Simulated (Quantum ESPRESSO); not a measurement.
```cif
data_C4
_chemical_formula_sum 'C4'
_space_group_name_H-M_alt 'C2/m'
_space_group_IT_number 12
_space_group_name_Hall '-C 2y'
_cell_length_a 4.26868
_cell_length_b 2.46450
_cell_length_c 3.65900
_cell_angle_alpha 90.000
_cell_angle_beta 112.526
_cell_angle_gamma 90.000
loop_
_atom_site_label
_atom_site_type_symbol
_atom_site_symmetry_multiplicity
_atom_site_Wyckoff_symbol
_atom_site_fract_x
_atom_site_fract_y
_atom_site_fract_z
_atom_site_occupancy
C1 C 4 i 0.33337 0.50000 0.00009 1
```
(The calculation used a cell of 2 atoms; values per cell refer to that cell.)

Cell and atoms were relaxed with PBE+D3(BJ) from Materials Project entry mp-169, within its symmetry.

Problem. What does PBEsol (pw.x of Quantum ESPRESSO, ONCV potentials, without SOC) give for the electronic structure near the Fermi level?

Solution. The PBEsol gap is direct, 0.18 eV at 78 % of the way from L to I. 

This is not the ordinary phase of the substance; no match was found in the copy of COD used, and its stability was not checked.
